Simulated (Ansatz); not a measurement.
Zone-centre phonons of TaN at 11 GPa: input and output

Theory: DFT LDA, scalar-relativistic, plane waves, PAW (Ansatz 0.2.0).

Launched with:
```bash
ansatz run input.yaml --threads 1 --pin off --max-ram 3072MiB --backend cpu --events-out ev --progress --plain --runs-dir out
```

Input (bare energies are in eV):
```yaml
crystal:
  lattice:
    - [0.0, 2.1547769824, 2.1547769824]
    - [2.1547769824, 0.0, 2.1547769824]
    - [2.1547769824, 2.1547769824, 0.0]
  atoms:
    - { symbol: Ta, position: [0.5, 0.5, 0.5] }
    - { symbol: "N", position: [0.0, 0.0, 0.0] }
basis:
  ecutwfc: 420
kpoints:
  mp_grid: { grid: [16, 16, 16] }
hamiltonian:
  xc: lda
scf:
  occupations: { method: fermi_dirac, width: 0.15 }
output:
  eigenvalues: true
phonons:
  method: dfpt
  eigenvectors: true
```

The end of the output:
```
--- Phonons (Γ-DFPT): 2 representative perturbations + reference, on 349 of 4096 k-points (Σ response iterations 6) ---
  k mesh reduced under 8 symmetry operations, with k and −k counted as one. Each operation leaves every solved perturbation unchanged. A smaller set is not used because it would not reduce the number of displacements ...
  ASR residual: 8.064e-4 → 0.000e0 eV/Å²; symmetrization residual: 1.344e-6 eV/Å²
  ASR residual per site (eV/Å²): 8.06e-4 2.58e-4
  Γ frequencies (cm⁻¹): 0.00 0.00 0.00 459.07 459.07 459.07
  non-analytic LO–TO correction: not included (Born effective charges unavailable; polar crystals: no LO–TO splitting at Γ)
```

The run took 35 s on 1 thread of Intel(R) Xeon(R) Platinum 8259CL CPU @ 2.50GHz (Skylake/Cascade Lake), on a shared host, peak memory 0.61 GiB.

In a metal, frequencies and elastic constants depend on the k mesh and the smearing, soft modes and shear constants most. Spin–orbit coupling is left out, which can shift energies with elements as heavy as these. Other phases may be more stable at this pressure.

This rock-salt form isn't the usual stable structure of the compound at low pressure.